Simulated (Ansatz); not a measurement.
Values for one crystal, relaxed and computed with plane-wave PAW r²SCAN (Ansatz code); other levels are named.

| Property | Value |
|---|---|
| Volume per atom | 16.19 Å³ |
| Electronic character | metallic (no gap) |
| Density of states at the Fermi level | 0.37 states/eV per atom (mean over ±0.08 eV) |
| Formation energy from the elements (no fitted shifts) | -0.80 eV/atom |

Q: Which of these materials gives this?
A. HfGeRu, P-62m (Hf on 3g, Ge on 2c, Ge on 1b, Ru on 3f)
B. CoGe, C2/m (Pearson symbol mS16)
C. Y2MgGe2, P4/mbm (Y on 4h, Mg on 2a, Ge on 4g)
D. YNiGe, Pnma (Y on 4c, Ni on 4c, Ge on 4c)

A: A, HfGeRu, P-62m (Hf on 3g, Ge on 2c, Ge on 1b, Ru on 3f)

The workflow started from a Materials Project entry (that database holds measured and hypothetical structures alike); the Crystallography Open Database copy checked does not list it. Its standing as an ambient phase is unchecked. The r²SCAN relaxation kept the symmetry of its start; its stability against distortions is not shown here. The run is not spin-polarised. The references are the lowest solids computed at this level, not always the standard phases. Scalar-relativistic: spin–orbit coupling is off unless named, which matters more the heavier the elements.

Potentials: the earlier of the program's two PAW sets.
